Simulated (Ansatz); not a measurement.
A geometry of AlOs away from equilibrium: step 2 of the relaxation of a relaxed AlOs cell, doubled along one cell vector, shaken by Gaussian noise of σ = 0.08 Å a coordinate. Level of theory: PBEsol (plane waves to 420 eV, PAW, scalar-relativistic; Ansatz, a quantum-chemistry and plane-wave program). Γ-centred k-mesh 9×5×7 on the run's cell (coarser than for final values), Fermi–Dirac smearing 0.05 eV.

```xyz
8
Lattice="4.0880 -0.0091 -0.0059 -4.1038 7.1154 0.0001 -0.0073 -0.0042 5.0089" Properties=species:S:1:pos:R:3:forces:R:3 pbc="T T T" free_energy=-47099.546 pressure_GPa=-1.9
Al     1.9018     1.1085     3.3802    0.1851    0.0862    0.0673
Al    -0.0275     4.6385     3.3553   -0.0391    0.1463    0.1462
Al     0.0318     2.4277     0.0523   -0.2757   -0.6638   -0.0545
Al    -2.0703     5.9265     0.0604    0.0767   -0.1587   -0.1237
Os     2.0647     1.1672     0.8856   -0.1638    0.1904    0.6354
Os    -0.0202     4.7452     0.8693   -0.0616    0.0090    0.9215
Os    -0.0153    -0.0094     1.6745    0.1752   -0.1102   -0.8571
Os    -2.0706     3.5042     1.6771    0.1032    0.5007   -0.7352
```

Positions in Å, forces in eV/Å, free energy of the cell in eV (comparable only within this code, potentials and settings). Largest force: 0.92 eV/Å, on Os6 (atoms numbered as listed); the geometry lies 0.42 eV/atom above the end of its relaxation.

No spin polarisation in the result.

The end of the path is a generated cell of AlOs: the first start was made by a random draw of sites in a space group, and the end was not matched to a known phase here, so it may be hypothetical.
